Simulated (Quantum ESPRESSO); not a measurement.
# Band energies of RbOH

```xyz
6
Lattice="2.0589 -5.3940 0.0000 2.0589 5.3940 0.0000 0.0000 0.0000 4.2027" Properties=species:S:1:pos:R:3 pbc="T T T"
H      2.0589    -5.0461     1.6676
H      2.0589     5.0461     3.7689
O      2.0589    -4.3345     0.9983
O      2.0589     4.3345     3.0997
Rb     2.0589    -1.4910     1.0972
Rb     2.0589     1.4910     3.1985
```

PBEsol (pw.x of Quantum ESPRESSO, ONCV potentials, with spin-orbit coupling); path ΓXSRAZΓYX1A1TY,ZT; energies in eV from the valence-band maximum.

```
k (1/Å)  point  band 32  band 33  band 34  band 35  band 36  band 37  band 38  band 39
-------  -----  -------  -------  -------  -------  -------  -------  -------  -------
0.00         Γ     0.00     3.58     3.58     5.28     5.28     6.89     6.89     7.00
0.44              -0.31     5.03     5.04     6.31     6.31     7.21     7.21     7.53
0.87         X    -0.47     6.18     6.19     6.42     6.42     7.03     7.03     8.20
0.87         S    -0.47     6.21     6.21     6.55     6.55     7.20     7.20     7.96
1.25              -0.34     6.10     6.10     6.42     6.42     7.10     7.11     7.33
1.62         R    -0.24     6.01     6.01     6.01     6.01     7.16     7.16     7.16
1.62         A    -0.23     5.78     5.78     5.78     5.78     7.91     7.91     7.95
1.97              -0.32     6.00     6.00     6.01     6.01     7.31     7.31     7.32
2.32              -0.46     6.21     6.21     6.23     6.23     6.76     6.76     6.76
2.50         Z    -0.49     6.12     6.12     6.12     6.12     6.82     6.82     6.82
2.68              -0.42     5.64     5.64     5.87     5.87     6.95     6.95     6.98
3.24         Γ     0.00     3.58     3.58     5.28     5.28     6.89     6.89     7.00
3.63              -0.01     4.72     4.72     5.28     5.28     6.41     6.42     6.95
3.83         Y    -0.02     5.18     5.18     5.46     5.46     5.89     5.89     7.13
4.15              -0.27     5.62     5.62     5.92     5.92     6.29     6.29     7.76
4.48        X1    -0.47     6.18     6.19     6.42     6.42     7.03     7.03     8.20
4.93              -0.30     5.85     5.85     6.17     6.17     7.32     7.32     7.79
5.22        A1    -0.23     5.78     5.78     5.78     5.78     7.91     7.91     7.95
5.55              -0.35     6.01     6.01     6.01     6.01     7.77     7.77     7.78
5.88         T    -0.48     6.18     6.18     6.18     6.18     7.51     7.51     7.51
6.00              -0.43     6.14     6.14     6.23     6.23     7.22     7.22     7.59
6.25              -0.24     5.90     5.90     5.95     5.95     6.50     6.50     7.53
6.62         Y    -0.02     5.18     5.18     5.46     5.46     5.89     5.89     7.13
6.62         Z    -0.49     6.12     6.12     6.12     6.12     6.82     6.82     6.82
6.77              -0.51     6.10     6.10     6.10     6.10     6.96     6.96     6.97
7.21         T    -0.48     6.18     6.18     6.18     6.18     7.51     7.51     7.51
```

The PBEsol gap is direct, 3.58 eV at Γ. Another valence extremum on the path lies within 0.02 eV, too close to call.

Geometry of the Materials Project entry, not relaxed at this level.

The structure is a Materials Project entry; no match was found in the copy of COD used, and its stability was not checked.

Letters of k points follow the standard setting of the lattice, whose axes may be ordered differently from the printed cell.
